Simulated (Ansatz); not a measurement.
Input file for Ansatz (a first-principles code):

Ansatz 0.2 input:
```yaml
crystal:
  lattice:
    - [2.5963219233, 0.0, 0.0]
    - [-1.2981609617, 2.248480742, 0.0]
    - [0.0, 0.0, 4.9779047318]
  atoms:
    - { symbol: Zn, position: [0.3333333333, 0.6666666667, 0.25] }
    - { symbol: Zn, position: [0.6666666667, 0.3333333333, 0.75] }
kpoints:
  mp_grid: { grid: [18, 18, 8] }
hamiltonian:
  xc: r2scan
  pseudopotentials: { azcp: { folder: ./paw }, kind: paw }
scf:
  occupations: { method: fermi_dirac, width: 0.1 }
phonons:
  method: dfpt
  response_accuracy: low
  eigenvectors: true
  rigid_motions: translations
```

Output (shortened):

```
Pseudopotential: Zn, paw, valence charge 12
Functional definition: r2SCAN
Crystal: 2 atoms, lattice volume = 29.060 Å³
Basis set: ecut = 500 eV, 727 PW (Γ), exchange–correlation on 100×100×200 points (125 copies of the dense FFT grid, shifted against one another)
Bands: 16, of which v1, the nominal top of the filled ones, is band 12 counted from 1 (11 counted from 0)
Symmetry: 24 space group operations
k-points: 695 of 2592 (irreducible under 2 space group operations, time reversal used)
iter 1 solved again at ethr=1.61e-3 eV; its pass at ethr=3.10e-3 eV (dr2=3.86e-1 eV) is discarded
SCF iter   1: F=—  HF=-6651.327883 eV  |F-HF|=—  |Δ(HF+E_count)|=         —  Δρ=3.89e-2  dr2=3.96e-1  dr2_τ=1.03e-2  ethr=1.61e-3  ⟨swp⟩=1.0  Hψ=83075  notcnv=0
preconditioner: auto → none
SCF iter   2: F=—  HF=-6651.318996 eV  |F-HF|=—  |Δ(HF+E_count)|=   8.89e-3  Δρ=2.21e-2  dr2=7.52e-2  dr2_τ=3.40e-3  ethr=1.61e-3  ⟨swp⟩=2.0  Hψ=21875  notcnv=0
SCF iter   3: F=—  HF=-6651.350706 eV  |F-HF|=—  |Δ(HF+E_count)|=   3.17e-2  Δρ=1.03e-2  dr2=1.74e-2  dr2_τ=3.57e-4  ethr=3.14e-4  ⟨swp⟩=2.5  Hψ=26716  notcnv=0
SCF iter   4: F=—  HF=-6651.366107 eV  |F-HF|=—  |Δ(HF+E_count)|=   1.54e-2  Δρ=4.50e-3  dr2=2.24e-3  dr2_τ=1.81e-5  ethr=7.25e-5  ⟨swp⟩=2.0  Hψ=22181  notcnv=0
SCF iter   5: F=—  HF=-6651.366540 eV  |F-HF|=—  |Δ(HF+E_count)|=   4.33e-4  Δρ=3.21e-4  dr2=1.52e-5  dr2_τ=2.03e-7  ethr=9.33e-6  ⟨swp⟩=2.1  Hψ=19255  notcnv=0
SCF iter   6: F=—  HF=-6651.366548 eV  |F-HF|=—  |Δ(HF+E_count)|=   8.00e-6  Δρ=6.50e-5  dr2=7.91e-7  dr2_τ=5.92e-9  ethr=6.35e-8  ⟨swp⟩=2.1  Hψ=19477  notcnv=0
SCF iter   7: F=—  HF=-6651.366548 eV  |F-HF|=—  |Δ(HF+E_count)|=   4.66e-7  Δρ=7.27e-6  dr2=7.67e-9  dr2_τ=1.45e-10  ethr=3.29e-9  ⟨swp⟩=2.4  Hψ=16506  notcnv=0
SCF iter   8: F=—  HF=-6651.366548 eV  |F-HF|=—  |Δ(HF+E_count)|=   2.28e-9  Δρ=5.78e-7  dr2=7.84e-11  dr2_τ=1.70e-12  ethr=3.20e-11  ⟨swp⟩=2.1  Hψ=19240  notcnv=0
SCF iter   9: F=-6651.366548 eV  HF=-6651.366548 eV  |F-HF|=3.64e-12  |Δ(HF+E_count)|=  2.42e-10  Δρ=1.15e-7  dr2=2.80e-12  dr2_τ=3.23e-14  ethr=1.00e-12  ⟨swp⟩=6.7  Hψ=61312  notcnv=0
SCF 1 converged in 9 iterations: F = -6651.366548 eV  dr2 = 2.80e-12
DFPT response loops at Γ: preconditioner auto → Kerker (q_TF=auto, 2.643 Å⁻¹) (partly filled bands, converged f_vac=0.000) …
SCF converged after 9 iterations
Free energy (F): -6651.366548 eV
Harris-Foulkes:  -6651.366548 eV  (|F-HF|=3.64e-12)
Internal energy: -6651.355423 eV  (E = F + TS)
E sigma→0 (E₀):  -6651.360986 eV
Entropy (-TS):   -0.011125 eV (-5.563 meV/atom)
Fermi energy:    11.580546 eV
--- Per-component energies (eV) ---
  E_band       = 99.160482
  E_kinetic    = 293.449245
  E_local      = -3478.959424  (includes V_loc(G=0)·N_el)
  E_nonlocal   = 1644.200664
  E_hartree    = 1301.468615
  E_xc         = -140.296886
  E_vxc        = -104.219248  (∫ρ·V_xc dr)
  E_paw        = -3827.065763  (= ΣΔE_a)
  E_vpaw       = -863.961269  (= ΣTr[D̂ρ^β])
  E_aug_tail   = 0.000154  (compensation charges beyond the density's cutoff)
  E_vtau       = 5.713171  (kinetic-family band-sum trace: ∫τ·v_τ [+ j·A + Jᵃ·Aᵃ] dr)
  E_ewald      = -2443.786794
  E_core_change = -0.365234  (= ΣΔE_core)
  E_smearing   = -0.011125  (= −TS)
  E_closure    = 0.000000  (closes the sum)
  Σ components = -6651.366548   (vs F -6651.366548, Δ=0.00e0)
  [band-id]    e_kinetic+e_local+e_nonlocal+2·e_hartree+e_vxc+e_vpaw+e_augmentation_tail+e_vtau = 99.160523   (vs E_band 99.160482, Δ=4.07e-5)
--- Band table (eV; the first three rows and the last of 695) ---
  k-point 0: bands = ["0.2728", "2.2925", "3.1407", "3.4425", "3.4425", "3.4904", "3.4904", "3.9009", "3.9009", "4.0943", "4.0943", "7.3660", "8.0735", "25.0816", "28.9381", "31.2447"]
  k-point 1: bands = ["0.3694", "2.2738", "3.1448", "3.4421", "3.4421", "3.4867", "3.4867", "3.9105", "3.9105", "4.0888", "4.0888", "6.1514", "9.5082", "23.4787", "30.6121", "31.3448"]
  k-point 2: bands = ["0.6517", "2.1979", "3.1656", "3.4420", "3.4420", "3.4771", "3.4771", "3.9368", "3.9368", "4.0724", "4.0724", "4.8979", "11.4401", "20.9106", "31.6380", "31.6380"]
  k-point 694: bands = ["2.9995", "3.0263", "3.1490", "3.2940", "3.4720", "3.5894", "3.6244", "3.8021", "3.9108", "4.2122", "7.3167", "11.8122", "14.5941", "15.4532", "16.2867", "19.3675"]
--- Phonons (Γ-DFPT): 2 representative perturbations + reference, on 695 of 2592 k-points (Σ response iterations 12) ---
  ASR residual: 1.520e-4 → 0.000e0 eV/Å²; symmetrization residual: 4.487e-9 eV/Å²
  ASR residual per site (eV/Å²): 1.52e-4 1.52e-4
  Γ frequencies (cm⁻¹): 0.00 0.00 0.00 73.66 73.66 128.30
  non-analytic LO–TO correction: not included (Born effective charges unavailable; polar crystals: no LO–TO splitting at Γ)
```

Cost: around 6 core-minutes (rough) on shared cores.

Space group P6_3/mmc (hcp (Mg type)). The r²SCAN relaxation kept the symmetry of its start; of distortions, only those at the zone centre were tested. As this level gives no gap, phonon frequencies hold no LO–TO term and depend on the k-mesh and smearing (Fermi–Dirac, 0.1 eV here).

Potentials: the earlier of the program's two PAW sets.

Ansatz is a plane-wave DFT program.
